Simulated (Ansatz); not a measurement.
## Profile along the Os–Os line in Os (hcp, Mg type)

Os (hcp, Mg type), conventional cell a = b = 2.7549 Å, c = 4.3443 Å, α = β = 90.00°, γ = 120.00°. The calculation uses the primitive cell of 2 atoms, to which meshes and values per cell refer.

Fields along a shortest Os–Os line of a (0001) plane (2.75 Å), from Os to Os, interpolated on the slice's grid (step about 0.2 Å). Method: PBE (plane waves to 420 eV, PAW, scalar-relativistic; Ansatz, a first-principles code). k mesh 19×19×11. These are valence fields of a PAW run, semicore shells included where kept as valence: close to a nucleus they are smooth pseudo fields. Os is run without spin polarisation. Os was relaxed with its symmetry unable to fall. Spin-orbit coupling is left out, though Os is heavy.

```tsv
distance from Os (Å)	valence electron density (e/Å³)	electron localisation function
0.00	7.77	x
0.28	7.84	x
0.55	5.17	0.70
0.83	1.63	0.45
1.10	0.59	0.29
1.38	0.43	0.39
1.65	0.59	0.29
1.93	1.63	0.45
2.20	5.17	0.70
2.48	7.84	x
2.75	7.77	x
```

x: too close to a nucleus for the ELF to mean much.

Density on the Os–Os line (2.75 Å) at its midpoint: 0.43 e/Å³. ELF at that point: 0.39.
